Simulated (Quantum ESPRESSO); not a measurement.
## Zn6AlS7Cl (finding a planted mistake in a log)

Simulated, not a measurement. The program is pw.x of Quantum ESPRESSO 7.5 (plane-wave density functional theory). The cell is made up: 15 atoms on a doubled zincblende/diamond lattice with one site empty, with randomly drawn elements, strain and displacements, not relaxed. PseudoDojo standard norm-conserving files (v0.5 for PBE, v0.4.1 for LDA and PBEsol) set the functional; there is no spin polarisation, spin-orbit coupling or dispersion term, and the masses in the input are unused placeholders.

Intended input:

```
&control calculation='scf', pseudo_dir='./dojo.nc.sr.pbe.v0_5.standard.upf', outdir='./o', disk_io='low', tprnfor=.true., tstress=.true. /
&system ibrav=0, nat=15, ntyp=4, nbnd=92, ecutwfc=84.00895049, nosym=.true., tot_charge=0,
 occupations='smearing', smearing='fd', degauss=0.0018374661
/
&electrons conv_thr=7.350e-09, electron_maxstep=60, /
ATOMIC_SPECIES
Al 1.0 Al.upf
Cl 1.0 Cl.upf
S 1.0 S.upf
Zn 1.0 Zn.upf
CELL_PARAMETERS angstrom
5.4304 0.0068 0.0383
0.0068 5.3016 -0.0742
0.0765 -0.1484 10.6541
ATOMIC_POSITIONS angstrom
Zn -0.0376 -0.057 -0.005
Zn 0.0372 2.5932 2.5886
Zn 2.6917 0.0268 2.684
Zn 2.6526 2.6286 -0.0516
Zn -0.0093 -0.0957 5.361
Al 2.7667 -0.1423 8.0099
Zn 2.7267 2.6018 5.3461
S 1.3089 1.2831 1.334
Cl 1.3836 3.9188 4.0338
S 4.0522 1.3822 4.006
S 4.1359 3.8937 1.306
S 1.3902 1.2057 6.6223
S 1.4043 3.7888 9.2822
S 4.1345 1.2092 9.3519
S 4.0974 3.8586 6.6619
K_POINTS automatic
4 4 2 1 1 1
```

The log is shortened where brackets say so; the opening notice, blank lines, dates and the lines on written files are dropped, and the path of the files is cut. It prints rydbergs, bohrs and kilobars, and counts compression as positive stress. Where no state is partly filled, the Fermi energy that it prints is only some level between the filled and the empty states on the mesh, and need not lie in the true gap.

Log of the intended run:

```
     Program PWSCF v.7.5
     Parallel version (MPI & OpenMP), running on       4 processor cores
     Number of MPI processes:                 4
     Threads/MPI process:                     1
     [start-up lines left out]
     bravais-lattice index     =            0
     lattice parameter (alat)  =      10.2622  a.u.
     unit-cell volume          =    2069.4011 (a.u.)^3
     number of atoms/cell      =           15
     number of atomic types    =            4
     number of electrons       =       172.00
     number of Kohn-Sham states=           92
     kinetic-energy cutoff     =      84.0090  Ry
     charge density cutoff     =     336.0358  Ry
     scf convergence threshold =      7.3E-09
     mixing beta               =       0.7000
     number of iterations used =            8  plain     mixing
     Exchange-correlation= PBE
                           (   1   4   3   4   0   0   0)
     [axes and pseudopotential details left out]
   Cartesian axes
     site n.     atom                  positions (alat units)
         1        Zn     tau(   1) = (  -0.0069238  -0.0104962  -0.0009207  )
         2        Zn     tau(   2) = (   0.0068501   0.4775216   0.4766746  )
         3        Zn     tau(   3) = (   0.4956598   0.0049351   0.4942419  )
         4        Zn     tau(   4) = (   0.4884598   0.4840403  -0.0095018  )
         5        Zn     tau(   5) = (  -0.0017125  -0.0176226   0.9871948  )
         6        Al     tau(   6) = (   0.5094706  -0.0262037   1.4749732  )
         7        Zn     tau(   7) = (   0.5021048   0.4791053   0.9844510  )
         8        S      tau(   8) = (   0.2410258   0.2362749   0.2456478  )
         9        Cl     tau(   9) = (   0.2547813   0.7216226   0.7427992  )
        10        S      tau(  10) = (   0.7461874   0.2545235   0.7376800  )
        11        S      tau(  11) = (   0.7616002   0.7170006   0.2404918  )
        12        S      tau(  12) = (   0.2559967   0.2220221   1.2194553  )
        13        S      tau(  13) = (   0.2585931   0.6976839   1.7092593  )
        14        S      tau(  14) = (   0.7613424   0.2226667   1.7220942  )
        15        S      tau(  15) = (   0.7545107   0.7105372   1.2267474  )
     number of k points=    16  Fermi-Dirac smearing, width (Ry)=  0.0018
                       cart. coord. in units 2pi/alat
        k(    1) = (   0.1239356   0.1296774   0.1283448), wk =   0.1250000
        k(    2) = (   0.1257380   0.1261073  -0.1265747), wk =   0.1250000
     [further k points left out]
     Dense  grid:   215215 G-vectors     FFT dimensions: (  60,  60, 120)
     Estimated max dynamical RAM per process >     597.49 MB
     Estimated total dynamical RAM >       2.18 GB
     Initial potential from superposition of free atoms
     starting charge     171.9965, renormalised to     172.0000
     Starting wfcs are   96 randomized atomic wfcs
     total cpu time spent up to now is        4.3 secs
     per-process dynamical memory:   402.9 Mb
     Self-consistent Calculation
     iteration #  1     ecut=    84.01 Ry     beta= 0.70
     Davidson diagonalization with overlap
     ethr =  1.00E-02,  avg # of iterations =  4.4
     Threshold (ethr) on eigenvalues was too large:
     Diagonalizing with lowered threshold
     Davidson diagonalization with overlap
     ethr =  6.88E-04,  avg # of iterations =  1.5
     total cpu time spent up to now is       19.7 secs
     total energy              =   -2700.28093702 Ry
     estimated scf accuracy    <       1.14156881 Ry
     iteration #  2     ecut=    84.01 Ry     beta= 0.70
     Davidson diagonalization with overlap
     ethr =  6.64E-04,  avg # of iterations =  8.6
     total cpu time spent up to now is       30.4 secs
     total energy              =   -2699.34964824 Ry
     estimated scf accuracy    <       6.53828029 Ry
     [iterations 3 to 10 left out]
     iteration # 11     ecut=    84.01 Ry     beta= 0.70
     Davidson diagonalization with overlap
     ethr =  4.88E-10,  avg # of iterations =  2.0
     total cpu time spent up to now is      107.2 secs
     total energy              =   -2700.82362405 Ry
     estimated scf accuracy    <       0.00000013 Ry
     iteration # 12     ecut=    84.01 Ry     beta= 0.70
     Davidson diagonalization with overlap
     ethr =  7.35E-11,  avg # of iterations =  3.2
     total cpu time spent up to now is      114.7 secs
     End of self-consistent calculation
     [lines on levels left out]
     the Fermi energy is     7.3900 ev
!    total energy              =   -2700.82362408 Ry
     estimated scf accuracy    <          4.9E-09 Ry
     smearing contrib. (-TS)   =      -0.00000000 Ry
     internal energy E=F+TS    =   -2700.82362408 Ry
     The total energy is F=E-TS. E is the sum of the following terms:
     one-electron contribution =   -2554.36565156 Ry
     hartree contribution      =    1310.05065530 Ry
     xc contribution           =    -325.06469966 Ry
     ewald contribution        =   -1131.44392815 Ry
     convergence has been achieved in  12 iterations
     Forces acting on atoms (cartesian axes, Ry/au):
     atom    1 type  4   force =    -0.00928494    0.00940010   -0.03184051
     atom    2 type  4   force =    -0.03401416   -0.01037001   -0.01037126
     atom    3 type  4   force =     0.03573362    0.01030763   -0.03347339
     atom    4 type  4   force =     0.00652331    0.00131682   -0.01275675
     atom    5 type  4   force =    -0.04138417    0.03908062    0.04688293
     atom    6 type  1   force =    -0.01155910    0.01845119    0.02660982
     atom    7 type  4   force =     0.01440024   -0.02530137    0.05847719
     atom    8 type  3   force =     0.02126764   -0.00891661    0.01239352
     atom    9 type  2   force =     0.00006055   -0.00232597   -0.03359986
     atom   10 type  3   force =     0.02252630   -0.03146067   -0.00937396
     atom   11 type  3   force =    -0.02872897    0.01554977    0.03215660
     atom   12 type  3   force =     0.00687399   -0.00462641    0.01244346
     atom   13 type  3   force =     0.01184062    0.01413053   -0.02653869
     atom   14 type  3   force =    -0.00489345   -0.02483707   -0.02288822
     atom   15 type  3   force =     0.01063851   -0.00039854   -0.00812089
     Total force =     0.155808     Total SCF correction =     0.000331
     Computing stress (Cartesian axis) and pressure
          total   stress  (Ry/bohr**3)                   (kbar)     P=       27.75
   0.00017993  -0.00005778  -0.00008335           26.47       -8.50      -12.26
  -0.00005778   0.00022170   0.00011374           -8.50       32.61       16.73
  -0.00008335   0.00011374   0.00016432          -12.26       16.73       24.17
     init_run     :      4.05s CPU      4.22s WALL (       1 calls)
     electrons    :    108.43s CPU    110.43s WALL (       1 calls)
     forces       :      2.05s CPU      2.09s WALL (       1 calls)
     stress       :      6.21s CPU      6.33s WALL (       1 calls)
     [timing details left out]
     PWSCF        :   2m 0.85s CPU   2m 3.24s WALL
     JOB DONE.
```

A second run was made from an input with one planted mistake. Its log:

```
     Program PWSCF v.7.5
     Parallel version (MPI & OpenMP), running on       4 processor cores
     Number of MPI processes:                 4
     Threads/MPI process:                     1
     [start-up lines left out]
     bravais-lattice index     =            0
     lattice parameter (alat)  =      10.1360  a.u.
     unit-cell volume          =    1993.9855 (a.u.)^3
     number of atoms/cell      =           15
     number of atomic types    =            4
     number of electrons       =       172.00
     number of Kohn-Sham states=           92
     kinetic-energy cutoff     =      84.0090  Ry
     charge density cutoff     =     336.0358  Ry
     scf convergence threshold =      7.3E-09
     mixing beta               =       0.7000
     number of iterations used =            8  plain     mixing
     Exchange-correlation= PBE
                           (   1   4   3   4   0   0   0)
     [axes and pseudopotential details left out]
   Cartesian axes
     site n.     atom                  positions (alat units)
         1        Zn     tau(   1) = (  -0.0069168  -0.0104964  -0.0009135  )
         2        Zn     tau(   2) = (   0.0068422   0.4775215   0.4766825  )
         3        Zn     tau(   3) = (   0.4956619   0.0049406   0.4942449  )
         4        Zn     tau(   4) = (   0.4884654   0.4840468  -0.0095083  )
         5        Zn     tau(   5) = (  -0.0017152  -0.0176183   0.9872034  )
         6        Al     tau(   6) = (   0.5094768  -0.0261944   1.4749790  )
         7        Zn     tau(   7) = (   0.5021126   0.4791062   0.9844442  )
         8        S      tau(   8) = (   0.2410260   0.2362718   0.2456496  )
         9        Cl     tau(   9) = (   0.2547850   0.7216237   0.7428030  )
        10        S      tau(  10) = (   0.7461961   0.2545240   0.7376759  )
        11        S      tau(  11) = (   0.7615958   0.7170001   0.2404853  )
        12        S      tau(  12) = (   0.2559969   0.2220280   1.2194482  )
        13        S      tau(  13) = (   0.2585884   0.6976852   1.7092559  )
        14        S      tau(  14) = (   0.7613348   0.2226619   1.7221015  )
        15        S      tau(  15) = (   0.7545112   0.7105307   1.2267566  )
     number of k points=    16  Fermi-Dirac smearing, width (Ry)=  0.0018
                       cart. coord. in units 2pi/alat
        k(    1) = (   0.1239367   0.1296777   0.1283439), wk =   0.1250000
        k(    2) = (   0.1257377   0.1261070  -0.1265742), wk =   0.1250000
     [further k points left out]
     Dense  grid:   207429 G-vectors     FFT dimensions: (  60,  60, 120)
     Estimated max dynamical RAM per process >     577.10 MB
     Estimated total dynamical RAM >       2.11 GB
     Initial potential from superposition of free atoms
     starting charge     171.9965, renormalised to     172.0000
     Starting wfcs are   96 randomized atomic wfcs
     total cpu time spent up to now is        4.4 secs
     per-process dynamical memory:   395.1 Mb
     Self-consistent Calculation
     iteration #  1     ecut=    84.01 Ry     beta= 0.70
     Davidson diagonalization with overlap
     ethr =  1.00E-02,  avg # of iterations =  4.9
     Threshold (ethr) on eigenvalues was too large:
     Diagonalizing with lowered threshold
     Davidson diagonalization with overlap
     ethr =  6.88E-04,  avg # of iterations =  1.4
     total cpu time spent up to now is       20.1 secs
     total energy              =   -2700.25812835 Ry
     estimated scf accuracy    <       1.14615707 Ry
     iteration #  2     ecut=    84.01 Ry     beta= 0.70
     Davidson diagonalization with overlap
     ethr =  6.66E-04,  avg # of iterations =  8.1
     total cpu time spent up to now is       30.7 secs
     total energy              =   -2699.34180764 Ry
     estimated scf accuracy    <       6.42518138 Ry
     [iterations 3 to 10 left out]
     iteration # 11     ecut=    84.01 Ry     beta= 0.70
     Davidson diagonalization with overlap
     ethr =  4.65E-10,  avg # of iterations =  2.0
     total cpu time spent up to now is      102.6 secs
     total energy              =   -2700.80188115 Ry
     estimated scf accuracy    <       0.00000012 Ry
     iteration # 12     ecut=    84.01 Ry     beta= 0.70
     Davidson diagonalization with overlap
     ethr =  6.92E-11,  avg # of iterations =  3.1
     total cpu time spent up to now is      109.5 secs
     End of self-consistent calculation
     [lines on levels left out]
     the Fermi energy is     7.9227 ev
!    total energy              =   -2700.80188117 Ry
     estimated scf accuracy    <          3.7E-09 Ry
     smearing contrib. (-TS)   =      -0.00000000 Ry
     internal energy E=F+TS    =   -2700.80188117 Ry
     The total energy is F=E-TS. E is the sum of the following terms:
     one-electron contribution =   -2530.94902722 Ry
     hartree contribution      =    1300.97728263 Ry
     xc contribution           =    -325.30230840 Ry
     ewald contribution        =   -1145.52782818 Ry
     convergence has been achieved in  12 iterations
     Forces acting on atoms (cartesian axes, Ry/au):
     atom    1 type  4   force =    -0.01039680    0.01126651   -0.03286711
     atom    2 type  4   force =    -0.03409184   -0.00804947   -0.00692884
     atom    3 type  4   force =     0.03622989    0.00782286   -0.03356555
     atom    4 type  4   force =     0.00588998    0.00191901   -0.01026432
     atom    5 type  4   force =    -0.04507543    0.04077488    0.04571991
     atom    6 type  1   force =    -0.01424755    0.02077513    0.02864483
     atom    7 type  4   force =     0.01221021   -0.02474559    0.06010090
     atom    8 type  3   force =     0.02376997   -0.01079886    0.00980726
     atom    9 type  2   force =     0.00075166   -0.00253065   -0.03663295
     atom   10 type  3   force =     0.02577613   -0.03454670   -0.00938721
     atom   11 type  3   force =    -0.03208093    0.01630811    0.03303971
     atom   12 type  3   force =     0.00350908   -0.00037529    0.01793988
     atom   13 type  3   force =     0.00785856    0.01016889   -0.03286209
     atom   14 type  3   force =     0.00156387   -0.02199012   -0.02805834
     atom   15 type  3   force =     0.01833319   -0.00599872   -0.00468607
     Total force =     0.162954     Total SCF correction =     0.000252
     Computing stress (Cartesian axis) and pressure
          total   stress  (Ry/bohr**3)                   (kbar)     P=       57.94
   0.00038869  -0.00006949  -0.00009392           57.18      -10.22      -13.82
  -0.00006949   0.00042585   0.00012728          -10.22       62.64       18.72
  -0.00009392   0.00012728   0.00036698          -13.82       18.72       53.98
     init_run     :      4.12s CPU      4.27s WALL (       1 calls)
     electrons    :    103.26s CPU    105.12s WALL (       1 calls)
     forces       :      1.84s CPU      1.86s WALL (       1 calls)
     stress       :      5.73s CPU      5.82s WALL (       1 calls)
     [timing details left out]
     PWSCF        :   1m55.06s CPU   1m57.26s WALL
     JOB DONE.
```

Question: what was wrong in the second input?

Answer: the cell and the positions are scaled by a wrong factor. The input lines that differ, file-writing options aside:

```
- 5.4304 0.0068 0.0383
+ 5.3636 0.0067 0.0378
- 0.0068 5.3016 -0.0742
+ 0.0067 5.2364 -0.0733
- 0.0765 -0.1484 10.6541
+ 0.0756 -0.1466 10.5231
- Zn -0.0376 -0.057 -0.005
+ Zn -0.0371 -0.0563 -0.0049
- Zn 0.0372 2.5932 2.5886
+ Zn 0.0367 2.5613 2.5568
- Zn 2.6917 0.0268 2.684
+ Zn 2.6586 0.0265 2.651
- Zn 2.6526 2.6286 -0.0516
+ Zn 2.62 2.5963 -0.051
- Zn -0.0093 -0.0957 5.361
+ Zn -0.0092 -0.0945 5.2951
- Al 2.7667 -0.1423 8.0099
+ Al 2.7327 -0.1405 7.9114
- Zn 2.7267 2.6018 5.3461
+ Zn 2.6932 2.5698 5.2803
- S 1.3089 1.2831 1.334
+ S 1.2928 1.2673 1.3176
- Cl 1.3836 3.9188 4.0338
+ Cl 1.3666 3.8706 3.9842
- S 4.0522 1.3822 4.006
+ S 4.0024 1.3652 3.9567
- S 4.1359 3.8937 1.306
+ S 4.085 3.8458 1.2899
- S 1.3902 1.2057 6.6223
+ S 1.3731 1.1909 6.5408
- S 1.4043 3.7888 9.2822
+ S 1.387 3.7422 9.168
- S 4.1345 1.2092 9.3519
+ S 4.0836 1.1943 9.2369
- S 4.0974 3.8586 6.6619
+ S 4.047 3.8111 6.58
```

|  | intended run | run with the mistake |
| --- | --- | --- |
| free energy (eV) | -36746.577 | -36746.282 |
| smearing term -TS (eV) | 0.0000 | 0.0000 |
| pressure (GPa) | 2.78 | 5.79 |
| largest force component (eV/Å) | 1.504 | 1.545 |
| largest change of a force component (eV/Å) |  | 0.198 |
| iterations | 12 | 12 |

For scale, a rerun of the intended cell at a cutoff of 1437 eV and k mesh 6 x 6 x 4 moved values by no more than 0.003 eV in energy, 0.02 GPa in stress and 0.002 eV/Å in force.